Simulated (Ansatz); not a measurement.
IrOs₃ (Cu3Au type, Pm-3m), DFT-PBEsol in the program Ansatz with PAW potentials, all energies at zero smearing, with the estimated change up to a 700 eV cutoff added, with one set of potentials and settings (totals compare only within such a set). Cell of 4 atoms (3 Os, 1 Ir): -45557.106 eV.

```
element                reference phase  E (eV/atom)
-------  -----------------------------  -----------
Os       P6_3/mmc, 2 atoms in the cell  -11252.3295
Ir          Fm-3m, 1 atoms in the cell  -11800.4472
```

Formation energy per atom, worked out: (-45557.106 − 3×(-11252.3295) − 1×(-11800.4472))/4 = 0.082 eV/atom (8 kJ per mol of atoms), at 0 K, without zero-point energy or fitted corrections.

The start of the workflow was typed in or built on a structure type; neither database checked (COD, Materials Project) lists it. Its standing as an ambient phase is unchecked. Symmetry was held in the PBEsol relaxation; its stability against distortions is not shown here. The run is not spin-polarised. The references are the lowest solids computed at this level, not always the standard phases. Scalar-relativistic: spin–orbit coupling is off unless named, which matters more the heavier the elements.

Potentials: the earlier of the program's two PAW sets. The files were generated under PBE; for other functionals the program regenerates the frozen cores, and for LDA and PBEsol the local potential too.
